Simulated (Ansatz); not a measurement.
# Calculated with Ansatz: Rb2IrCl6, relaxation

Launch command:

```bash
ansatz run input.yaml --threads 2 --pin off --max-ram 3584MiB --backend cpu --events-out ev --progress --plain --runs-dir out
```

The input file (Ansatz 0.2.0, plane waves):

```yaml
crystal:
  lattice:
    - [3.51194975, 6.08287529, 0.0]
    - [-3.51194975, 6.08287529, 0.0]
    - [0.0, 0.0, 5.63848052]
  atoms:
    - { symbol: Ir, position: [0.0, 0.0, 0.5] }
    - { symbol: Rb, position: [0.6667, 0.6666, 0.20338] }
    - { symbol: Rb, position: [0.3333, 0.3334, 0.79662] }
    - { symbol: Cl, position: [0.15652, 0.15648, 0.2798] }
    - { symbol: Cl, position: [0.687, 0.15652, 0.2798] }
    - { symbol: Cl, position: [0.15648, 0.687, 0.2798] }
    - { symbol: Cl, position: [0.313, 0.84352, 0.7202] }
    - { symbol: Cl, position: [0.84352, 0.84348, 0.7202] }
    - { symbol: Cl, position: [0.84348, 0.313, 0.7202] }
  symmetry: { tolerance: 0.0003 }
kpoints:
  mp_grid: { grid: [5, 5, 6], shift: [0, 0, 0] }
magnetization:
  spin_polarized: false
scf:
  occupations: { method: fermi_dirac, width: 0.1036 }
  lower_state_search: "off"
hamiltonian:
  pseudopotentials: { kind: paw }
  xc: r2scan
basis:
  ecutwfc: 500
  fft_grid_basis: typed
relax:
  max_steps: 60
  cell: { p_target: 0.0 }
  f_tol: 0.03
output:
  forces: true
  stress: true
  eigenvalues: true
  bader: true
  populations: true
  elf: true
  write_potential: true
  volumetric_format: npy
  dos:
    e_range: [-12, 8]
    de: 0.05
    projected: { site_lists: { Cl: [Cl], Ir: [Ir], Rb: [Rb] } }
checkpoint:
  read: saved_state
```

Origin of the cell: a known structure type with other elements, at an estimated volume, so it need not be a known compound.

The saved state is a converged single point of the same cell.

Steps («new basis» is an SCF on plane waves selected anew at the same cell):

```
step  ΔF (meV/atom)  max force component (eV/Å)  P (GPa)  volume (Å³)  SCF iterations   step was
   1            0.0                       0.788     2.83       240.91               6   accepted
   2          -25.7                       0.277    -0.48       240.70               8   accepted
   3          -31.6                       0.122    -0.27       242.18               8   accepted
   4          -32.8                       0.039    -0.07       243.49               6   accepted
   5          -33.0                       0.011     0.04       244.10               8   accepted
   6          -33.1                       0.011     0.04       244.10               7  new basis
```

The starting structure.

Space group P-3m1 (No. 164); the run's cell has a = 7.024 Å, b = 7.024 Å, c = 5.638 Å, α = 90.00°, β = 90.00°, γ = 60.00°. Shortest distances: Cl–Ir 2.27 Å, Cl–Cl 3.13 Å, Cl–Rb 3.47 Å.

The relaxed structure.

Space group P-3m1 (No. 164); the run's cell has a = 6.922 Å, b = 6.922 Å, c = 5.883 Å, α = 90.00°, β = 90.00°, γ = 60.00°. Shortest distances: Cl–Ir 2.33 Å, Cl–Cl 3.28 Å, Cl–Rb 3.46 Å.

```xyz
9
Lattice="3.4609 5.9945 0.0000 -3.4609 5.9945 0.0000 0.0000 0.0000 5.8828" Properties=species:S:1:pos:R:3 pbc="T T T"
Ir    0.0000    0.0000    2.9414
Rb    0.0000    7.9927    1.4803
Rb    0.0000    3.9963    4.4025
Cl    0.0000    1.9162    1.6123
Cl    1.8014    5.0364    1.6123
Cl   -1.8014    5.0364    1.6123
Cl   -1.8014    6.9526    4.2705
Cl    0.0000   10.0728    4.2705
Cl    1.8014    6.9526    4.2705
```

| Item | Value |
| --- | --- |
| Free energy lowered by | 33.1 meV/atom |
| Volume change | 1.32 % |
| Final pressure | 0.04 GPa |
| Relaxation steps listed | 6 |
| Formation energy (elements under the same functional, gases as molecules, uncorrected) | -1.415 eV/atom |

Caveats: no moments, though an odd count or open d shells may carry them; no spin-orbit coupling, though heavy elements are present; the relaxation held the start's symmetry, so the end may be a saddle point.

Time: 3 min on 2 threads of Arm Neoverse V2, with other jobs on the host, peak memory 1.2 GiB, from a saved density.
